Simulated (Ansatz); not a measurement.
ZrSe:
```cif
data_SeZr
_chemical_formula_sum 'Zr1 Se1'
_space_group_name_H-M_alt 'P 1'
_space_group_IT_number 1
_cell_length_a 3.31334
_cell_length_b 3.31334
_cell_length_c 3.31334
_cell_angle_alpha 90.000
_cell_angle_beta 90.000
_cell_angle_gamma 90.000
loop_
_space_group_symop_operation_xyz
  'x, y, z'
loop_
_atom_site_label
_atom_site_type_symbol
_atom_site_fract_x
_atom_site_fract_y
_atom_site_fract_z
_atom_site_occupancy
Zr1 Zr 0.00000 0.00000 0.00000 1
Se1 Se 0.50000 0.50000 0.50000 1
```

Relaxed with PBEsol.

### Question
Decompose the optical modes at the zone centre into irreducible representations, and say which are infrared and Raman allowed.

### Answer
Point group m-3m: Γ_opt = T1u. Infrared: T1u. Raman: none.

### Question
Assign frequencies (DFPT, PBEsol (plane waves, PAW; program Ansatz)).

### Answer
T1u 156 cm⁻¹.

Space group Pm-3m (CsCl type). The cell is a constructed one: a structure type filled with these elements; neither database checked (COD, Materials Project) lists it. Whether it is the stable phase at ambient conditions was not checked. The PBEsol relaxation kept the symmetry of its start; whether a distortion lowers the energy is not shown. The run is not spin-polarised. As this level gives no gap, phonon frequencies hold no LO–TO term and depend on the k-mesh and smearing (Fermi–Dirac, 0.1 eV here).

Potentials: the earlier of the program's two PAW sets. The files were generated under PBE; for other functionals the program regenerates the frozen cores, and for LDA and PBEsol the local potential too.
